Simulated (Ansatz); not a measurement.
ScAl:
```cif
data_AlSc
_chemical_formula_sum 'Sc1 Al1'
_space_group_name_H-M_alt 'P 1'
_space_group_IT_number 1
_cell_length_a 3.30729
_cell_length_b 3.30729
_cell_length_c 3.30729
_cell_angle_alpha 90.000
_cell_angle_beta 90.000
_cell_angle_gamma 90.000
loop_
_space_group_symop_operation_xyz
  'x, y, z'
loop_
_atom_site_label
_atom_site_type_symbol
_atom_site_fract_x
_atom_site_fract_y
_atom_site_fract_z
_atom_site_occupancy
Sc1 Sc 0.50000 0.50000 0.50000 1
Al1 Al 0.00000 0.00000 0.00000 1
```

This is the LDA-relaxed structure.

**Question.** All from LDA (plane waves, PAW; program Ansatz), unless another level is named. Give the density of states at the Fermi level.

**Answer.** 0.37 states/eV per atom (mean over ±0.08 eV).

**Question.** Predict the formation energy from the elements (no fitted shifts).

**Answer.** -0.49 eV/atom.

Space group Pm-3m (CsCl type). The workflow started from a Materials Project entry (that database holds measured and hypothetical structures alike); the Crystallography Open Database copy checked does not list it. With Sc and Al taken as one species the cell has the higher symmetry Im-3m, so it may be an ordered model of a mixed-site phase. Whether it is the stable phase at ambient conditions was not checked. The LDA relaxation kept the symmetry of its start; of distortions, only those at the zone centre were tested. The run is not spin-polarised. The references are the lowest solids computed at this level, not always the standard phases.

Potentials: the later of the program's two PAW sets.
